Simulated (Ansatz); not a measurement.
MoN2:
```
MoN2
1.0
    4.29037     0.00000     0.00000
    0.00000     4.29037     0.00000
    0.00000     0.00000     2.72403
Mo N
2 4
Cartesian
  2.14518   2.14518   0.00000
  0.00000   0.00000   0.00000
  3.80690   1.66172   1.36201
  0.48347   2.62865   1.36201
  2.62865   3.80690   1.36201
  1.66172   0.48347   1.36201
```

Relaxed with PBEsol. Special points in fractions of this cell's reciprocal vectors: Γ (0.000, 0.000, 0.000); X (0.000, 0.500, 0.000); M (0.500, 0.500, 0.000); Z (0.000, 0.000, 0.500); R (0.000, 0.500, 0.500); A (0.500, 0.500, 0.500).

**Question.** List the band energies nearest the Fermi level at these points for plane-wave PAW PBEsol with spin–orbit coupling (Ansatz code).

**Answer.** In eV from the Fermi level; about four levels below and three above (degenerate sets whole), none deeper than 8.9 eV; points with the same levels are listed once.

| k | below | above |
|---|---|---|
| Γ | -2.43 -2.43 -1.84 -1.84 | 0.58 0.58 0.68 0.68 |
| X | -0.43 -0.43 -0.43 -0.43 | 2.31 2.31 2.31 2.31 |
| M | -0.91 -0.91 -0.91 -0.91 | 0.50 0.50 0.50 0.50 |
| Z | -2.19 -2.19 -2.05 -2.05 | 0.77 0.77 1.05 1.05 |
| R | -1.13 -1.13 -1.13 -1.13 | 2.65 2.65 2.65 2.65 |
| A | -1.44 -1.44 -1.44 -1.44 | 2.57 2.57 2.57 2.57 |

Space group P4/mbm. The workflow started from a Materials Project entry (that database holds measured and hypothetical structures alike); the Crystallography Open Database copy checked does not list it. Its standing as an ambient phase is unchecked. Symmetry was held in the PBEsol relaxation; its stability against distortions is not shown here. The run is not spin-polarised.

Potentials: the later of the program's two PAW sets.
